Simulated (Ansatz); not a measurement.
Ansatz (a quantum-chemistry and plane-wave program) input:

Ansatz 0.2 input:
```yaml
crystal:
  lattice:
    - [-5.2411992464, 5.2411992464, 5.2411992464]
    - [5.2411992464, -5.2411992464, 5.2411992464]
    - [5.2411992464, 5.2411992464, -5.2411992464]
  atoms:
    - { symbol: Ge, position: [0.0, 0.0, 0.0] }
    - { symbol: Ge, position: [0.2710715016, 0.2710715016, 0.2710715016] }
    - { symbol: Ge, position: [0.0, 0.0, 0.7289284984] }
    - { symbol: Ge, position: [0.0, 0.7289284984, 0.0] }
    - { symbol: Ge, position: [0.7289284984, 0.0, 0.0] }
    - { symbol: Ge, position: [0.5, 0.25, 0.75] }
    - { symbol: Ge, position: [0.5, 0.75, 0.25] }
    - { symbol: Ge, position: [0.75, 0.5, 0.25] }
    - { symbol: Ge, position: [0.25, 0.5, 0.75] }
    - { symbol: Ge, position: [0.25, 0.75, 0.5] }
    - { symbol: Ge, position: [0.75, 0.25, 0.5] }
    - { symbol: Ge, position: [0.4404823058, 0.4404823058, 0.1693247656] }
    - { symbol: Ge, position: [0.2711575402, 0.2711575402, 0.8306752344] }
    - { symbol: Ge, position: [0.7288424598, 0.5595176942, 0.0] }
    - { symbol: Ge, position: [0.5595176942, 0.7288424598, 0.0] }
    - { symbol: Ge, position: [0.1693247656, 0.4404823058, 0.4404823058] }
    - { symbol: Ge, position: [0.8306752344, 0.2711575402, 0.2711575402] }
    - { symbol: Ge, position: [0.0, 0.7288424598, 0.5595176942] }
    - { symbol: Ge, position: [0.0, 0.5595176942, 0.7288424598] }
    - { symbol: Ge, position: [0.4404823058, 0.1693247656, 0.4404823058] }
    - { symbol: Ge, position: [0.2711575402, 0.8306752344, 0.2711575402] }
    - { symbol: Ge, position: [0.5595176942, 0.0, 0.7288424598] }
    - { symbol: Ge, position: [0.7288424598, 0.0, 0.5595176942] }
kpoints:
  mp_grid: { grid: [4, 4, 4] }
hamiltonian:
  xc: r2scan
  pseudopotentials: { kind: paw }
scf:
  occupations: { method: fixed }
checkpoint: { read: static.run }
output: { write_density: true, elf: true, volumetric_format: npy }
basis: { fft_grid_basis: typed }
```

Output (shortened):

```
Pseudopotential: Ge, paw, valence charge 14
Functional definition: r2SCAN
Crystal: 23 atoms, lattice volume = 575.907 Å³
Basis set: ecut = 500 eV, 14627 PW (Γ), exchange–correlation on 288×288×288 points (64 copies of the dense FFT grid, shifted against one another)
Bands: 194, of which v1, the nominal top of the filled ones, is band 161 counted from 1 (160 counted from 0)
Symmetry: 24 space group operations
Space group: I-43m (ITA 217), of the structure as read, at distance tolerance 8.3e-5 Å
k-points: 8 of 64 (time reversal used)
Stability of the state it starts from, as read at its close in the unpolarized treatment …
iter 1 solved again at ethr=1.63e-7 eV; its pass at ethr=3.10e-3 eV (dr2=5.26e-4 eV) is discarded
SCF iter   1: F=—  HF=-98964.580450 eV  |F-HF|=—  |Δ(HF+E_count)|=         —  Δρ=1.60e-6  dr2=4.96e-9  dr2_τ=2.09e-10  ethr=1.63e-7  ⟨swp⟩=2.1  Hψ=7714  notcnv=0  defer=243
preconditioner: auto → Resta (q_TF=auto, 2.476 Å⁻¹)
SCF iter   2: F=—  HF=-98964.580338 eV  |F-HF|=—  |Δ(HF+E_count)|=   1.12e-4  Δρ=1.11e-6  dr2=2.75e-9  dr2_τ=2.01e-10  ethr=1.54e-12  ⟨swp⟩=10.8  Hψ=8339  notcnv=0
SCF iter   3: F=-98964.580338 eV  HF=-98964.580338 eV  |F-HF|=1.94e-9  |Δ(HF+E_count)|=   2.97e-9  Δρ=6.23e-7  dr2=8.14e-10  dr2_τ=4.35e-11  ethr=1.00e-12  ⟨swp⟩=1.0  Hψ=3844  notcnv=0
SCF 1 converged in 3 iterations: F = -98964.580338 eV  dr2 = 8.14e-10
SCF converged after 3 iterations
Free energy (F): -98964.580338 eV
Harris-Foulkes:  -98964.580338 eV  (|F-HF|=1.94e-9)
Internal energy: -98964.580338 eV  (E = F + TS)
E sigma→0 (E₀):  -98964.580338 eV
Fermi energy:    6.290351 eV
--- Per-component energies (eV) ---
  E_band       = -4038.523552
  E_kinetic    = 2551.394027
  E_local      = -62289.606864  (includes V_loc(G=0)·N_el)
  E_nonlocal   = 9657.756375
  E_hartree    = 27499.981866
  E_xc         = -1587.582131
  E_vxc        = -1560.102523  (∫ρ·V_xc dr)
  E_paw        = -46782.980947  (= ΣΔE_a)
  E_vpaw       = -7486.104535  (= ΣTr[D̂ρ^β])
  E_aug_tail   = 0.000372  (compensation charges beyond the density's cutoff)
  E_vtau       = 88.183176  (kinetic-family band-sum trace: ∫τ·v_τ [+ j·A + Jᵃ·Aᵃ] dr)
  E_ewald      = -27988.570424
  E_core_change = -24.972612  (= ΣΔE_core)
  E_smearing   =  0.000000  (= −TS)
  E_closure    = 0.000000  (closes the sum)
  Σ components = -98964.580338   (vs F -98964.580338, Δ=0.00e0)
  [band-id]    e_kinetic+e_local+e_nonlocal+2·e_hartree+e_vxc+e_vpaw+e_augmentation_tail+e_vtau = -4038.516241   (vs E_band -4038.523552, Δ=7.31e-3)
--- Band table (eV; the first three rows and the last of 8) ---
  k-point 0: bands = ["-18.3323", "-18.3323", "-18.3323", "-18.3288", "-18.3288", "-18.3185", "-18.3185", "-18.3185", "-18.3177", "-18.3177", "-18.3177", "-18.2992", "-18.2690", "-18.2690", "-18.2690", "-18.2681", "-18.2681", "-18.2681", "-18.2580", …
  k-point 1: bands = ["-18.3329", "-18.3322", "-18.3319", "-18.3310", "-18.3273", "-18.3253", "-18.3198", "-18.3191", "-18.3154", "-18.3147", "-18.3147", "-18.2935", "-18.2754", "-18.2745", "-18.2710", "-18.2659", "-18.2646", "-18.2639", "-18.2631", …
  k-point 2: bands = ["-18.3343", "-18.3336", "-18.3320", "-18.3314", "-18.3287", "-18.3233", "-18.3225", "-18.3194", "-18.3130", "-18.3127", "-18.3122", "-18.2917", "-18.2793", "-18.2773", "-18.2707", "-18.2646", "-18.2613", "-18.2601", "-18.2586", …
  k-point 7: bands = ["-18.3393", "-18.3393", "-18.3300", "-18.3300", "-18.3300", "-18.3184", "-18.3184", "-18.3184", "-18.3139", "-18.3139", "-18.3139", "-18.2819", "-18.2671", "-18.2671", "-18.2671", "-18.2646", "-18.2646", "-18.2646", "-18.2604", …
```

Cost: roughly 120 core-seconds on shared cores.

The start of the workflow was typed in or built on a structure type; neither database checked (COD, Materials Project) lists it. It is not the phase usual at ambient conditions (space group No. 227). The r²SCAN relaxation kept the symmetry of its start; its stability against distortions is not shown here. Scalar-relativistic: spin–orbit coupling is off unless named, which matters more the heavier the elements.

Potentials: the later of the program's two PAW sets.

Ansatz is a plane-wave DFT program.
